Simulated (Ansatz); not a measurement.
Structure: ZnO (4H polytype), at its r2SCAN minimum. The symmetry is P6_3mc (No. 186, hexagonal); a = 3.226 Å, c = 10.473 Å in the conventional setting, 11.80 Å³ an atom. Zn is surrounded by 4 O at 1.97–1.98 Å; Zn is surrounded by 4 O at 1.97 Å; O is surrounded by 4 Zn at 1.97–1.98 Å; O is surrounded by 4 Zn at 1.97 Å.

```cif
data_structure
_symmetry_space_group_name_H-M 'P 1'
_symmetry_Int_Tables_number 1
_cell_length_a 3.2265
_cell_length_b 3.2265
_cell_length_c 10.4726
_cell_angle_alpha 90.000
_cell_angle_beta 90.000
_cell_angle_gamma 120.000
_cell_volume 94.42
loop_
_atom_site_label
_atom_site_type_symbol
_atom_site_fract_x
_atom_site_fract_y
_atom_site_fract_z
_atom_site_occupancy
Zn1 Zn 0.00000 0.00000 0.99938 1
Zn2 Zn 0.33333 0.66667 0.24956 1
Zn3 Zn 0.00000 0.00000 0.49938 1
Zn4 Zn 0.66667 0.33333 0.74956 1
O1 O 0.00000 0.00000 0.18815 1
O2 O 0.33333 0.66667 0.43790 1
O3 O 0.00000 0.00000 0.68815 1
O4 O 0.66667 0.33333 0.93790 1
```

The questions ask for values computed with Ansatz on this geometry. Spin-unpolarised throughout. Whether this structure exists isn't addressed.

Given (12×12×4 mesh): With PBE the gap is 0.75 eV and direct, at Γ.

Task: How does the gap change from PBE to r2SCAN (12×12×4)?

Result: With r2SCAN the gap is 1.18 eV and direct, at Γ. The gap differs by +0.43 eV from PBE's.

Task: How does the gap change from PBE to HSE06 (6×6×2)?

Result: HSE06 gives a direct gap of 2.46 eV at Γ. The gap differs by +1.71 eV from PBE's.

Task: Estimate the gap with PBE0 on 6×6×2.

Result: With PBE0 the gap is 3.15 eV and direct, at Γ. The gap differs by +2.40 eV from PBE's.

The meshes of the hybrids are coarse, so their gaps aren't converged to the digits shown.
